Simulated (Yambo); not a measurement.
Yambo run on Rb2LiScCl6 (space group Fm-3m, No. 225). The wavefunctions are norm-conserving PBEsol (Quantum ESPRESSO, 78 Ry, without SOC) ones on a 2×2×2 mesh (37 occupied bands); a = b = c = 7.235 Å, α = β = γ = 60.00°.

Yambo input:

```
rim_cut
gw0
dyson
el_el_corr
HF_and_locXC
cohsex
em1s
RandQpts= 1000000
RandGvec= 1 Ry
EXXRLvcs= 78 Ry
VXCRLvcs= 312 Ry
Chimod= "HARTREE"
% BndsRnXs
 3 | 377 |
%
NGsBlkXs= 7 Ry
% LongDrXs
 1.0 | 1.0 | 1.0 |
%
ExtendOut
% QPkrange
 1 | 1 | 37 | 38 |
%
```

k points by index: 1 = Γ.

The o-*.qp file then holds:

```
#    K-point    Band    Eo [eV]    E [eV]    E-Eo [eV]    Vxc [eV]    Vnlxc [eV]    Sc|Eo [eV]    Re(Z)    Im(Z)
#
    1    37    0.000000    -3.727567    -3.727567    -14.43563    -18.84201    0.678812    1.000000    0.000000
    1    38    3.721548    4.623839    0.902291    -16.32414    -8.883540    -6.538307    1.000000    0.000000
```
(The two width columns are left out.) Convergence of these settings isn't established.

Geometry of the Materials Project entry, not relaxed at this level.

The structure is a Materials Project entry; no match was found in the copy of COD used, and its stability was not checked.
